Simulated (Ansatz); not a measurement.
## YbMn2Sb2: field gradients at two levels of theory

Cell: an entry of the Crystallography Open Database (COD), ions relaxed with PBE at fixed cell.

```
CELL_PARAMETERS angstrom
4.52200 0.00000 0.00000
-2.26100 3.91617 0.00000
0.00000 0.00000 7.43900
ATOMIC_POSITIONS crystal
Yb 0.00000 0.00000 0.00000
Mn 0.33333 0.66667 0.62444
Mn 0.66667 0.33333 0.37556
Sb 0.33333 0.66667 0.24975
Sb 0.66667 0.33333 0.75025
```

Atoms are numbered from 1 in the order listed; like atoms form one site, named after its first atom.

First run. Level of theory: DFT, PBE, plane waves and PAW, scalar-relativistic, collinear spin, 420 eV cutoff, Γ-centred 9×9×5 k-points, Fermi–Dirac smearing 0.05 eV (Ansatz 0.2.0). Start moments as typed (μB): 0 5 -5 0 0 by atom.

```tsv
site	atom	V_zz (10²¹ V/m²)	η	m (μB)
Yb	1	-0.17	0.00	0.00
Mn	2	-1.10	0.00	3.97
Sb	4	0.70	0.00	0.00
```

Second run. The same atoms and settings, except that a Hubbard term is added (U = 4.9 eV on Mn d).

Problem. Given the first result, estimate the second.

Solution. 

```json
{"site": "Yb", "atom": "1", "V_zz": "-0.35", "η": "0.00", "change of V_zz": "-0.18", "m (μB)": "0.00"}
{"site": "Mn", "atom": "2", "V_zz": "-0.49", "η": "0.00", "change of V_zz": "+0.61", "m (μB)": "4.51"}
{"site": "Sb", "atom": "4", "V_zz": "1.53", "η": "0.00", "change of V_zz": "+0.83", "m (μB)": "0.01"}
```

The largest change of V_zz is on Sb, from 0.70 to 1.53. The absolute magnetisation of the cell goes from 8.8 to 9.9 μB.

With no gap above 0.1 eV, as in a metal, the gradients converge slowly in k; expect changes of a tenth or more on a denser mesh. Without spin–orbit coupling the gradients at and beside Yb can be off by some per cent, at some sites by more. With these PAW files V_zz is typically within 2 to 3 % of all-electron values, but misses above 10 % occur on Sb. The magnetic order is the one that the run reached from its start moments, not necessarily the measured one.
For the first run: The largest force is 0.4 eV/Å, so the atoms aren't at the calculated equilibrium and relaxing them would move these values. Semilocal functionals can leave a metal where correlation in the d or f shell opens a gap in the real compound, and that would change the values at and beside Yb.
For the second run: The largest force is 0.6 eV/Å, so the atoms aren't at the calculated equilibrium and relaxing them would move these values. Semilocal functionals make gaps too small and can close them, so the real compound need not be a metal.
